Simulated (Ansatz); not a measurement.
**Zone-centre phonons of Ir at 15 GPa: input and output**

Theory: DFT PBEsol, scalar-relativistic, plane waves, PAW in Ansatz.

Launched with:
```bash
ansatz run input.yaml --threads 1 --pin off --max-ram 3072MiB --backend cpu --events-out ev --progress --plain --runs-dir out
```

Input (bare energies are in eV):
```yaml
crystal:
  lattice:
    - [2.6878620592, 0.0, 0.0]
    - [-1.3439310296, 2.3277568251, 0.0]
    - [0.0, 0.0, 4.3596411672]
  atoms:
    - { symbol: Ir, position: [0.6666666667, 0.3333333333, 0.75] }
    - { symbol: Ir, position: [0.3333333333, 0.6666666667, 0.25] }
basis:
  ecutwfc: 420
kpoints:
  mp_grid: { grid: [18, 18, 10] }
hamiltonian:
  xc: pbesol
scf:
  occupations: { method: fermi_dirac, width: 0.15 }
output:
  eigenvalues: true
phonons:
  method: dfpt
  eigenvectors: true
```

Results section of the output:
```
--- Phonons (Γ-DFPT): 2 representative perturbations + reference, on 546 of 3240 k-points (Σ response iterations 6) ---
  k mesh reduced under 4 symmetry operations, with k and −k counted as one. Each operation leaves every solved displacement unchanged or reverses it
  ASR residual: 4.448e-4 → 0.000e0 eV/Å²; symmetrization residual: 6.990e-13 eV/Å²
  ASR residual per site (eV/Å²): 4.45e-4 4.45e-4
  Γ frequencies (cm⁻¹): 0.00 0.00 0.00 130.16 130.16 221.96
  non-analytic LO–TO correction: not included (Born effective charges unavailable; polar crystals: no LO–TO splitting at Γ)
```

The run took 60 s on 1 thread of Intel(R) Xeon(R) Platinum 8488C (Sapphire Rapids), with other jobs on the host, peak memory 1.1 GiB.

In a metal, frequencies and elastic constants depend on the k mesh and the smearing, soft modes and shear constants most. Spin–orbit coupling is left out, which can shift energies with elements as heavy as these. Other phases may be more stable at this pressure.

This form isn't the element's structure at ambient conditions.